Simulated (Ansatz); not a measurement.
CsCaH₃:
```
CELL_PARAMETERS angstrom
      4.46808     0.00000     0.00000
      0.00000     4.46808     0.00000
      0.00000     0.00000     4.46808
ATOMIC_POSITIONS crystal
  Cs 0.00000 0.00000 0.00000
  Ca 0.50000 0.50000 0.50000
  H  0.50000 0.00000 0.50000
  H  0.00000 0.50000 0.50000
  H  0.50000 0.50000 0.00000
```

Relaxed with LDA. Special points in fractions of this cell's reciprocal vectors: Γ (0.000, 0.000, 0.000); X (0.000, 0.500, 0.000); M (0.500, 0.500, 0.000); R (0.500, 0.500, 0.500).

**Question.** List the band energies nearest the valence-band maximum at these points for LDA (plane waves, PAW; program Ansatz).

**Answer.** In eV from the valence-band maximum; about four levels below and three above (degenerate sets whole), none deeper than 8.9 eV; points with the same levels are listed once.

```json
[
 {"k": "Γ", "below": "-6.87 -6.87 -6.87 -3.10 -0.97 -0.97", "above": "5.43 5.43 5.43"},
 {"k": "X", "below": "-6.83 -6.83 -1.27 -1.05 -0.66", "above": "4.54 5.22 5.22"},
 {"k": "M", "below": "-6.76 -1.81 0.00 0.00", "above": "2.67 4.13 4.13"},
 {"k": "R", "below": "-7.27 -7.27 -7.27 -0.80 -0.80 -0.80", "above": "4.58 4.58 4.58"}
]
```

Space group Pm-3m (cubic perovskite). The first step of the workflow began from a Materials Project structure, measured or hypothetical; the Crystallography Open Database copy checked does not list it. Whether it is the stable phase at ambient conditions was not checked. The cell was relaxed with LDA under the symmetry of its start; phonons on a q-mesh show no instability. Spin–orbit coupling is left out wherever it is not named.

Potentials: the later of the program's two PAW sets.
